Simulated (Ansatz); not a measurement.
**Stiffness of ZrC from strained cells**

```xyz
2
Lattice="0.0000 2.3502 2.3502 2.3502 0.0000 2.3502 2.3502 2.3502 0.0000" Properties=species:S:1:pos:R:3 pbc="T T T"
Zr    2.3502    2.3502    2.3502
C     0.0000    0.0000    0.0000
```

Atom numbers follow the list: Zr1, C2.

The cell comes from COD entry 1562921, which wasn't checked; take it as a given geometry.

All numbers below come from Ansatz 0.2.0, DFT, PBEsol, all-electron LAPW, scalar-relativistic.

Numerical set-up: a Γ-centred 15×15×15 k mesh, Fermi–Dirac smearing of 0.05 eV, basis error target 0.5 meV/atom, no spin polarisation.

The unstrained cell is at -4.53 GPa. Large strains and very small stresses are left out. Each strain is applied once, with fractional coordinates held (clamped ions), and σ below is the change of stress, positive in tension. One finite strain gives stress–strain coefficients at this pressure with an error of the order of the strain times third-order constants, a few per cent for each per cent of strain. In a metal the k mesh adds noise of tens of per cent to soft shears.

Problem. With equal xy, yz and zx engineering shear strains of -1 %, the run gives σxy = -1.51 GPa and γxy = 2εxy = -0.0100. Which stiffness follows?

Solution. C44 (clamped ions) = σxy/γxy = 151 GPa.

Problem. With equal xy, yz and zx engineering shear strains of +1 %, the run gives σxy = 1.56 GPa and γxy = 2εxy = 0.0100. Which stiffness follows?

Solution. C44 (clamped ions) = σxy/γxy = 156 GPa.
